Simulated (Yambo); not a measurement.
```
CsCdF3
1.0
    4.48681     0.00000     0.00000
    0.00000     4.48681     0.00000
    0.00000     0.00000     4.48681
F Cd Cs
3 1 1
Direct
  0.00000   0.50000   0.50000
  0.50000   0.00000   0.50000
  0.50000   0.50000   0.00000
  0.50000   0.50000   0.50000
  0.00000   0.00000   0.00000
```

Workflow: LDA (Quantum ESPRESSO, PseudoDojo norm-conserving, 102 Ry, no spin-orbit coupling), then G0W0 in Yambo (4×4×4 Γ-centred k mesh, bands 5 to 139 and a 7 Ry block in the screening, 139 bands in G with the Bruneval-Gonze terminator, plasmon pole fitted at 27.2 eV).

Give the LDA and G0W0 gaps between the band edges found on this mesh, and say where the edges lie.

Edges: R → Γ. LDA: 3.08 eV; G0W0: 6.35 eV. Convergence of the G0W0 settings was not tested. Spin-orbit splittings are left out. The cell is held in this high symmetry; tilts and polar distortions were not searched.

Geometry of the Materials Project entry, not relaxed at this level.

The structure is a Materials Project entry; no match was found in the copy of COD used, and its stability was not checked.
